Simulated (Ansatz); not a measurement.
# Property card for La

La:
```
La
1.0
    3.64900     0.00000     0.00000
   -1.82450     3.16012     0.00000
    0.00000     0.00000    11.75733
La
4
Direct
  0.00000   0.00000   0.00000
  0.00000   0.00000   0.50000
  0.33333   0.66667   0.25000
  0.66667   0.33333   0.75000
```

Space group P6_3/mmc (No. 194), dhcp (α-La type); conventional cell a = b = 3.649 Å, c = 11.757 Å, α = β = 90.00°, γ = 120.00°.

Method: DFT-PBEsol in the program Ansatz with PAW potentials. The cell and atoms are relaxed at this level. Other levels are named where they apply.

Cell and energy:

Volume per atom: 33.89 Å³
Density: 6.81 g/cm³

Electronic structure:

* **Electronic character**: metallic (no gap)
* **Density of states at the Fermi level**: 1.5 states/eV per atom (mean over ±0.08 eV)
* **Gap with spin–orbit coupling**: none (metallic)

Mechanics:

Bulk modulus (Birch–Murnaghan fit): 267 kbar
Pressure derivative B′: 2.9
Elastic constants (relaxed ions, GPa): C11 = 54.8, C12 = 17.2, C13 = 9.2, C33 = 61.1, C44 = 15.7
Mechanical stability: stable (all eigenvalues of C positive)
Hill bulk and shear moduli: 26.9 and 18.7 GPa
Young's modulus: 45.6 GPa
Poisson's ratio: 0.22
Debye temperature from the elastic constants: 169 K

Phonons:

Highest zone-centre frequency: 81 cm^-1
Zone-centre stability: no imaginary mode at Γ

Symmetry was held in the PBEsol relaxation. As this level gives no gap, shear constants depend on the k-mesh and smearing (Fermi–Dirac, 0.1 eV here). As this level gives no gap, phonon frequencies hold no LO–TO term and depend on the k-mesh and smearing (Fermi–Dirac, 0.1 eV here). Axis ratios of metals converge slowly with the k-mesh, so a and c are less sure than the volume. Scalar-relativistic: spin–orbit coupling is off unless named, which matters more the heavier the elements.

Potentials: the earlier of the program's two PAW sets.
